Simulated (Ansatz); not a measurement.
**Phonon spectrum of Mg3ZnS4**

Method: DFT PBE, scalar-relativistic, plane waves, PAW in Ansatz 0.2.0. Plane waves to 420 eV; Γ-centred k mesh 8×8×8; fixed occupations. No spin polarisation. Phonons by linear response, acoustic sum rule imposed.

Equilibrium structure at this level:
```
CELL_PARAMETERS angstrom
-2.60290 2.60290 5.19244
2.60290 -2.60290 5.19244
2.60290 2.60290 -5.19244
ATOMIC_POSITIONS crystal
Mg 0.75000 0.25000 0.50000
Mg 0.25000 0.75000 0.50000
Mg 0.50000 0.50000 0.00000
Zn 0.00000 0.00000 0.00000
S 0.50000 0.00000 0.50000
S 0.00000 0.50000 0.50000
S 0.24560 0.24560 0.00000
S 0.75440 0.75440 0.00000
```

The structure comes from a generated guess, relaxed at this level; another structure or a mixture of phases may lie lower. The q mesh is coarse, so values between its points are rough. Modes under 40 cm⁻¹ are poorly fixed.

Force constants from linear response on a 2×2×2 q mesh.

Question: Is the structure dynamically stable on this mesh?

Answer: No: at q = (0.000, 0.000, -0.500) a mode is imaginary, 72i cm⁻¹.

Question: Give the frequencies (cm⁻¹; i marks imaginary ones) at the irreducible q points, in fractions of the reciprocal vectors, the Γ row without the LO field.

Answer:
| q | star | frequencies |
| --- | --- | --- |
| 0.000 0.000 0.000 | 1 | 0 0 0 28 28 111 128 128 168 168 177 177 193 206 209 230 237 250 250 271 271 284 284 293 |
| 0.000 0.000 -0.500 | 2 | 72i 86 90 104 110 151 172 173 173 178 179 194 196 197 222 239 243 272 281 290 295 310 317 335 |
| 0.000 -0.500 0.000 | 4 | 30 94 99 107 124 137 155 161 163 178 183 192 213 217 222 241 254 254 267 267 270 276 305 322 |
| -0.500 -0.500 -0.500 | 1 | 25 25 80 103 103 112 112 122 137 137 173 184 184 201 213 247 247 258 258 269 285 295 295 300 |
